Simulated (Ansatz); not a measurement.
Values for one crystal, relaxed and computed with r²SCAN (plane waves, PAW; program Ansatz); other levels are named.

| Quantity | Value |
|---|---|
| Volume per atom | 14.81 Å³ |
| Electronic character | metallic (no gap) |
| Formation energy from the elements (no fitted shifts) | -0.48 eV/atom |
| Density of states at the Fermi level | 0.60 states/eV per atom (mean over ±0.08 eV) |

Q: Pick the material that matches.
(A) Y5S7, C2/m (Pearson symbol mS24)
(B) Ni3S4, Fd-3m (Ni on 16c, Ni on 8b, S on 32e)
(C) Y2Al3Si2, C2/m (Y on 4i, Al on 4i, Al on 2a, Si on 4i)
(D) TaSiNi, Pnma (Ta on 4c, Si on 4c, Ni on 4c)

A: B, Ni3S4, Fd-3m (Ni on 16c, Ni on 8b, S on 32e)

The workflow started from a Materials Project entry (that database holds measured and hypothetical structures alike); the Crystallography Open Database files this formula in space group No. 227, but the cells were not matched. Whether it is the stable phase at ambient conditions was not checked. The cell was relaxed with r²SCAN under the symmetry of its start; whether a distortion lowers the energy is not shown. The run is not spin-polarised. The references are the lowest solids computed at this level, not always the standard phases.

Potentials: the earlier of the program's two PAW sets.
